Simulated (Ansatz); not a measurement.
The start is a relaxed Pt cell displaced along its unstable phonon at q = (½, ½, 0) of its primitive reciprocal cell (38i cm⁻¹), largest move 0.15 Å. The cell and all atomic positions are relaxed at zero pressure with PBE (plane waves to 420 eV, PAW, scalar-relativistic; Ansatz, a first-principles code). The first steps use a coarse 12×12×12 k-mesh.

Starting cell:
```
Pt
1.0
    5.24811     0.00000     0.00000
    2.62406     2.62406     0.00000
    0.00000     0.00000     2.62406
Pt
2
Direct
  0.00000   0.00000   0.05716
  0.50000   0.00000   0.94284
```

- Largest initial force = 0.26 eV/Å, on Pt1, Pt2 (atoms numbered as listed)
- Energy released = 0.43 eV/atom
- Volume change = -12.5 %, from 18.07 to 15.82 Å³/atom
- Relative to the parent = It does not go back: it reaches I4/mmm (No. 139), AFLOW prototype A_tI2_139_a (A_a), 0.44 eV/atom below the parent
- Shortest distances (start → end) = The closest pairs of elements (up to four, under 3.6 Å), start → end: Pt–Pt 2.62 → 2.74 Å
- Band gap at the end = zero (metallic)
- Optimiser moves = 14

Final values are on a 22×22×22 k-mesh of the relaxed cell. No spin polarisation in the result.

The run could not lose the symmetry of its start, so the end can be a saddle point.

The relaxed structure here is a generated cell of Pt: the first start was made by placing the elements on the sites of a structure type, and the end was not matched to a known phase here, so it may be hypothetical. Known forms of Pt include space group No. 225.
